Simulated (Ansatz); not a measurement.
TiO$_{2}$ (rutile)

```yaml
crystal:
  lattice:
    - [4.59734, 0.00000, 0.00000]
    - [0.00000, 4.59734, 0.00000]
    - [0.00000, 0.00000, 2.95429]
  atoms:
    - { symbol: Ti, position: [0.00000, 0.00000, 0.00000] }
    - { symbol: Ti, position: [0.50000, 0.50000, 0.50000] }
    - { symbol: O, position: [0.30461, 0.30461, 0.00000] }
    - { symbol: O, position: [0.80461, 0.19539, 0.50000] }
    - { symbol: O, position: [0.19539, 0.80461, 0.50000] }
    - { symbol: O, position: [0.69539, 0.69539, 0.00000] }
```

The volume is varied about the relaxed value V₀ at fixed cell shape. The atoms relax within the cell's symmetry.

These are r2SCAN (plane waves to 500 eV, PAW, scalar-relativistic; Ansatz, a program for electronic structure) values and carry that method's errors. k mesh 7×7×11 (Γ-centred), Fermi-Dirac smearing 0.05 eV. E stands for the smeared free energy. With the shape held, the modulus is that of even scaling; a crystal free to change shape is softer. The PAW data are Ansatz's earlier set. TiO2 is run without spin polarisation. TiO2 was relaxed with its symmetry unable to fall. ΔE is measured from the relaxed starting cell.

```tsv
V (Å³/atom)	ΔE (meV/atom)
8.742	272.9
9.019	179.3
9.297	108.7
9.574	58.0
9.852	24.5
10.129	5.8
10.407	0.0
10.684	5.3
10.962	20.1
11.239	43.1
11.517	73.1
11.794	109.1
12.072	150.1
```

### Question
What is the fitted pressure derivative B₀′?

### Answer
4.5.

### Question
What bulk modulus at fixed cell shape B₀ follows from a third-order Birch-Murnaghan fit?

### Answer
238 GPa. Check by three points about V = 10.407 Å³/atom, step 0.278: d²E/dV² ≈ (5.8 − 2·0.0 + 5.3) meV / 0.278² = 0.144 eV/Å⁶, and V·d²E/dV² × 160.2 = 240 GPa.

(A scan under strain: stresses follow from slopes of the energy per volume, elastic moduli from its curvatures.)
